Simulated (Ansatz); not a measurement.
Consider the following.

Ti$_{3}$GeC$_{2}$:
```cif
data_C4Ge2Ti6
_chemical_formula_sum 'Ti6 Ge2 C4'
_space_group_name_H-M_alt 'P 1'
_space_group_IT_number 1
_cell_length_a 3.06440
_cell_length_b 3.06440
_cell_length_c 17.70436
_cell_angle_alpha 90.000
_cell_angle_beta 90.000
_cell_angle_gamma 120.000
loop_
_space_group_symop_operation_xyz
  'x, y, z'
loop_
_atom_site_label
_atom_site_type_symbol
_atom_site_fract_x
_atom_site_fract_y
_atom_site_fract_z
_atom_site_occupancy
Ti1 Ti 0.66667 0.33333 0.86729 1
Ti2 Ti 0.33333 0.66667 0.13271 1
Ti3 Ti 0.33333 0.66667 0.36729 1
Ti4 Ti 0.66667 0.33333 0.63271 1
Ti5 Ti 0.00000 0.00000 0.00000 1
Ti6 Ti 0.00000 0.00000 0.50000 1
Ge1 Ge 0.00000 0.00000 0.75000 1
Ge2 Ge 0.00000 0.00000 0.25000 1
C1 C 0.66667 0.33333 0.42842 1
C2 C 0.33333 0.66667 0.57158 1
C3 C 0.33333 0.66667 0.92842 1
C4 C 0.66667 0.33333 0.07158 1
```

This is the PBEsol-relaxed structure.

Task: All from DFT-PBEsol in the program Ansatz with PAW potentials, unless another level is named. Estimate the electronic character.

Result: metallic (no gap).

Task: Predict the density of states at the Fermi level.

Result: 0.32 states/eV per atom (mean over ±0.08 eV).

Task: Give the formation energy from the elements (no fitted shifts).

Result: -932 meV/atom.

Space group P6_3/mmc. The workflow started from a Materials Project entry (that database holds measured and hypothetical structures alike); the Crystallography Open Database copy checked does not list it. Whether it is the stable phase at ambient conditions was not checked. The cell was relaxed with PBEsol under the symmetry of its start; its stability against distortions is not shown here. No spin polarisation was allowed. The references are the lowest solids computed at this level, not always the standard phases. Scalar-relativistic: spin–orbit coupling is off unless named, which matters more the heavier the elements.

Potentials: the later of the program's two PAW sets.
